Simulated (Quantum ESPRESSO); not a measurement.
# Planted mistakes on one cell of W3MoS5Se3

These are calculations, not measurements. They come from pw.x of Quantum ESPRESSO 7.5, a plane-wave density functional program, with PseudoDojo standard norm-conserving files (v0.5 for PBE, v0.4.1 for LDA and PBEsol). The cells are made up: elements, strain and atom displacements were drawn at random, and nothing was relaxed. There is no spin polarisation, spin-orbit coupling or dispersion term.

The cell has 12 sites of a 2H layered lattice (rectangular cell). Sites 1 to 4 hold W W W Mo; sites 5 to 12 hold S Se S S Se S Se S. Cell vectors in Å: (3.304, -0.015, -0.004); (-0.026, 5.648, 0.033); (-0.014, 0.077, 13.168). Settings: PBE, cutoff 1170 eV, 7 x 4 x 2 k mesh shifted by half a step, Fermi-Dirac smearing of 0.025 eV.

The intended run has a self-consistency threshold of 1e-07 eV, a smearing term of 0.000 eV, a pressure of -3.99 GPa and 22 iterations. Each further run changes one thing: all lengths scaled by 0.9933; atoms of sites 3 and 4 exchanged; k mesh 2 x 2 x 2; one electron added; smearing 0.65 eV; threshold 0.4 eV. A coarse mesh keeps the shift, and a charged cell sits in a uniform background.

| run | change of free energy (eV) | smearing term -TS (eV) | change of P (GPa) | largest change of a force component (eV/Å) | iterations |
| --- | --- | --- | --- | --- | --- |
| A | -2.314 | -7.284 | 3.59 | 0.700 | 20 |
| B | -0.085 | 0.000 | 2.49 | 0.389 | 22 |
| C | 0.086 | 0.000 | 0.70 | 0.607 | 8 |
| D | -1.374 | 0.000 | -1.04 | 0.473 | 18 |
| E | 0.068 | 0.000 | 0.08 | 0.183 | 23 |
| F | 11.802 | -0.016 | 10.93 | 0.673 | 20 |

A rerun of the intended cell at 1467 eV and k mesh 9 x 6 x 4 moved values by no more than 0.003 eV in the cell's energy, 0.03 GPa in stress and 0.006 eV/Å in force.

Question: which change belongs to which run?

## Worked reading

Run C has the fewest iterations, as a run stopped early does. Run A has the largest smearing term, as wide smearing gives. Run B changes the volume by a factor of 0.9800; minus its pressure change over the logarithm of that factor, 123 GPa, is a rough bulk modulus with clamped atoms. Energies from files of another functional, or of a charged cell, have another zero and say nothing on stability; the pressure of a charged cell rests on the program's zero of potential too.

## Key

| run | change |
| --- | --- |
| A | smearing 0.65 eV |
| B | all lengths scaled by 0.9933 |
| C | threshold 0.4 eV |
| D | k mesh 2 x 2 x 2 |
| E | atoms of sites 3 and 4 exchanged |
| F | one electron added |